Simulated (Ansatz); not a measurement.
This Te3Pb4Se structure is the end of a relaxation. The cell was found from a structure generator's guess, not taken from experiment.

The calculation used Ansatz, DFT PBE, scalar-relativistic, plane waves, PAW. Cutoff 420 eV, Γ-centred mesh, Gaussian smearing, no spin polarisation.

```cif
data_structure
_symmetry_space_group_name_H-M 'P 1'
_symmetry_Int_Tables_number 1
_cell_length_a 7.9451
_cell_length_b 7.9451
_cell_length_c 7.9451
_cell_angle_alpha 131.739
_cell_angle_beta 131.739
_cell_angle_gamma 70.642
_cell_volume 273.57
loop_
_atom_site_label
_atom_site_type_symbol
_atom_site_fract_x
_atom_site_fract_y
_atom_site_fract_z
_atom_site_occupancy
Te1 Te 0.75000 0.25000 0.50000 1
Te2 Te 0.25000 0.75000 0.50000 1
Te3 Te 0.00000 0.00000 0.00000 1
Pb1 Pb 0.00000 0.50000 0.50000 1
Pb2 Pb 0.73984 0.73984 0.00000 1
Pb3 Pb 0.50000 0.00000 0.50000 1
Pb4 Pb 0.26016 0.26016 0.00000 1
Se1 Se 0.50000 0.50000 0.00000 1
```

Energies over the elements count from the elements' standard structures at the same level, with no fitted energy shifts.

Q: What space group does it have?

A: I4/mmm (No. 139), with Te and Se ordered on rock salt sites. Conventional cell: a = 6.496 Å, c = 12.965 Å. Te on a site of symmetry -4m2 has 6 Pb at 3.24–3.25 Å; Te on a site of symmetry 4/mmm has 6 Pb at 3.25–3.37 Å; Pb on a site of symmetry mmm has 4 Te at 3.24–3.25 Å and 2 Se at 3.25 Å; around Se lie 6 Pb at 3.11–3.25 Å; 1 more site not described.

Q: What is its formation energy per atom?

A: −0.430 eV/atom. A negative formation energy is needed for stability but isn't enough: competing phases decide.

Q: Is it a metal?

A: No, the gap on the 8×8×8 mesh is 0.44 eV.

The last run used an 8×8×8 mesh for its 8-atom cell and Gaussian smearing of 0.02 eV. Spin–orbit coupling, which can matter for Pb and Te, is left out. Kohn–Sham gaps at this level usually fall short of measured ones. The missing spin–orbit coupling can work the other way here. The reference forms of Se and Te are held partly by dispersion forces, which this level lacks. A later test with randomly moved atoms ended 4 meV/atom lower, in Cm at a loose tolerance, which is no clear verdict on its stability.
